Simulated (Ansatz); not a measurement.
ZrOs: frozen-core PAW against all-electron methods

```
CELL_PARAMETERS angstrom
3.26300 0.00000 0.00000
0.00000 3.26300 0.00000
0.00000 0.00000 3.26300
ATOMIC_POSITIONS crystal
Zr 0.50000 0.50000 0.50000
Os 0.00000 0.00000 0.00000
```

Atoms are numbered in the order listed.

The geometry is COD entry 1523503, unchecked; take it as a test cell.

Spin–orbit coupling is left out, though it moves levels of the heavy atoms by tenths of an eV or more.

All numbers are computed: DFT, LDA, PAW with Ansatz's default frozen-core files, scalar-relativistic (Ansatz 0.2.0); DFT, LDA, all-electron PAW with datasets made for the crystal, scalar-relativistic (Ansatz 0.2.0); DFT, LDA, all-electron LAPW, scalar-relativistic (Ansatz 0.2.0).

For PAW: a Γ-centred 13×13×13 k mesh, Fermi–Dirac smearing of 0.03 eV, cutoff 420 eV, no spin polarisation; the PAW files were made with PBE, and the program remakes their frozen cores for this functional. The crystal-made all-electron datasets (AE datasets) take a cutoff of 460 eV at this cell. LAPW targets a basis error of 0.25 meV/atom. The Ansatz runs share mesh, smearing and spin set-up. Plane-wave (PAW) pressures include the program's estimate of the Pulay term.

Stress and pressure are positive in compression.

Levels count from the Fermi level.

```
                      quantity     PAW  AE datasets    LAPW
                pressure (GPa)   -7.45        -7.43   -7.43
highest filled level at M (eV)  -3.314       -3.315  -3.315
  lowest empty level at M (eV)   0.466        0.466   0.466
highest filled level at X (eV)  -0.683       -0.686  -0.686
  lowest empty level at X (eV)   0.948        0.948   0.948
```
